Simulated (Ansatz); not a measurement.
A vibration from a frozen displacement in SnSe

The calculation used DFT LDA, scalar-relativistic, plane waves, PAW in Ansatz 0.2.0. The runs took a 420 eV cutoff, a Γ-centred 6×6×4 mesh and Gaussian smearing (0.05 eV). No spin polarisation. Energies are free energies at this smearing, counted from the undisturbed cell; pressure is positive in compression.

The undisturbed cell (relaxed at this level; this form isn't the usual structure):

```
CELL_PARAMETERS angstrom
4.18990 0.00000 0.00000
0.00000 4.18990 0.00000
0.00000 0.00000 10.97962
ATOMIC_POSITIONS crystal
Sn 0.50000 0.00000 0.37816
Sn 0.00000 0.50000 0.62184
Se 0.50000 0.00000 0.62178
Se 0.00000 0.50000 0.37822
```

The cell holds layers and no dispersion correction was added, so their binding is poorly described.

Atom 1 (Sn) is moved by x along the Cartesian unit vector (0.000, 0.000, 1.000); the cell and all other atoms stay fixed. The cell's volume is 192.75 Å³; the moved atoms weigh 118.710 u together and the others 276.652 u.

| x (Å) | ΔE (meV/cell) | total force on the moved atoms along the move (eV/Å) | pressure (GPa) |
| --- | --- | --- | --- |
| -0.2000 | 98.96 | 0.8743 | -0.8971 |
| -0.1500 | 59.02 | 0.7176 | -0.6975 |
| -0.1000 | 27.82 | 0.5237 | -0.4834 |
| -0.0500 | 7.36 | 0.2866 | -0.2518 |
| 0.0000 | 0.00 | -0.0011 | 0.0014 |
| 0.0500 | 8.47 | -0.3482 | 0.2805 |
| 0.1000 | 35.98 | -0.7646 | 0.5907 |
| 0.1500 | 86.28 | -1.2621 | 0.9383 |
| 0.1750 | 121.33 | -1.5457 | 1.1282 |
| 0.2000 | 163.78 | -1.8550 | 1.3301 |

What frequency belongs to this motion?

The force constant is k = −dF/dx = 6.348 eV/Å², from the parabola through x = -0.0500, 0 and 0.0500. In every cell the moved atoms swing against the rest, so the mass is μ = m₁m₂/(m₁ + m₂) = 83.067 u, and ν̃ = 521.5 cm⁻¹ × √(|k|/μ) = 144 cm⁻¹. The pattern needn't be a normal mode: ν̃² is then a weighted mean of the squared nonzero frequencies at the zone centre of this cell, taken without macroscopic field, so it lies between the lowest and the highest of them.

How far does the harmonic law reach?

At x = -0.200 Å, kx²/2 = 126.96 meV against the computed 98.96 meV (-22.1 %): the well softens in this direction at large amplitude.

Cost: 10 runs of about 2.5 core-minutes in all, on Intel Xeon Platinum 8259CL (Skylake/Cascade Lake) (shared hosts).